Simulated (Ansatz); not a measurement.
**Relaxing a structure of ReSe₂**

The start is a generated trial cell of ReSe2 in the AFLOW prototype A2B_oC12_63_2c_c (C49, as in ZrSi2). The structure is fully relaxed (lattice and positions, P = 0) with r2SCAN (plane waves to 500 eV, PAW, scalar-relativistic; Ansatz, a quantum-chemistry and plane-wave program). First-step values are on the input's coarse k-mesh.

Ansatz input (later rounds restart from its end on a renewed k-mesh):
Ansatz 0.2 input:
```yaml
crystal:
  lattice:
    - [2.016492, -7.9578452, 0]
    - [2.016492, 7.9578452, 0]
    - [0, 0, 3.9681103]
  atoms:
    - { symbol: Se, position: [0.939, 0.061, 0.25] }
    - { symbol: Se, position: [0.061, 0.939, 0.75] }
    - { symbol: Se, position: [0.25, 0.75, 0.25] }
    - { symbol: Se, position: [0.75, 0.25, 0.75] }
    - { symbol: Re, position: [0.604, 0.396, 0.25] }
    - { symbol: Re, position: [0.396, 0.604, 0.75] }
basis: { ecutwfc: 500, ecutrho_ratio: 4, xc_grid: 4, fft_grid_basis: typed }
kpoints: { mp_grid: { grid: [6, 6, 6] } }
hamiltonian:
  xc: r2scan
  dispersion: none
  pseudopotentials: { kind: paw }
scf: { occupations: { method: fermi_dirac, width: 0.05 } }
relax: { f_tol: 0.01, max_steps: 100, cell: { stress_tol: 0.02 } }
output: { forces: true, stress: true }
```

Problem. How large is the pressure on the unrelaxed cell, and of which sign?

Solution. -14 GPa (negative: the cell is under tension).

Problem. What is the largest force in the starting geometry, and on which atom (counted from 1)?

Solution. About 1.6 eV/Å, on Se1, Se2 (atoms numbered as listed).

Problem. By how much does the energy per atom fall from start to end?

Solution. 0.84 eV/atom.

Problem. How does the volume change?

Solution. -1.2 %, from 21.23 to 20.97 Å³/atom.

Problem. How do the shortest distances between atoms change?

Solution. The closest pairs of elements (up to four, under 3.6 Å), start → end: Re–Se 2.91 → 2.44 Å; Se–Se 2.78 → 2.77 Å.

Problem. What band gap does the relaxed structure have at this level?

Solution. No gap (metallic).

Problem. Write out the relaxed structure.

Solution. 
```cif
data_Re4Se8
_chemical_formula_sum 'Se8 Re4'
_space_group_name_H-M_alt 'Cmcm'
_space_group_IT_number 63
_space_group_name_Hall '-C 2c 2'
_cell_length_a 3.92602
_cell_length_b 16.35117
_cell_length_c 3.91942
_cell_angle_alpha 90.000
_cell_angle_beta 90.000
_cell_angle_gamma 90.000
loop_
_atom_site_label
_atom_site_type_symbol
_atom_site_symmetry_multiplicity
_atom_site_Wyckoff_symbol
_atom_site_fract_x
_atom_site_fract_y
_atom_site_fract_z
_atom_site_occupancy
Se1 Se 4 c 0.00000 0.08190 0.75000 1
Se2 Se 4 c 0.00000 0.24997 0.25000 1
Re1 Re 4 c 0.00000 0.66127 0.25000 1
```
(The calculation used a cell of 6 atoms; values per cell refer to that cell.)

The space group stays Cmcm (No. 63) (the run could not lower it), with 6 atoms in the primitive cell. Final values are on a 12×12×12 k-mesh of the relaxed cell. No spin polarisation in the result.

The run could not lose the symmetry of its start, so the end can be a saddle point.

The relaxed structure here is a generated cell of ReSe2: the first start was made by placing the elements on the sites of a structure type, and the end was not matched to a known phase here, so it may be hypothetical.
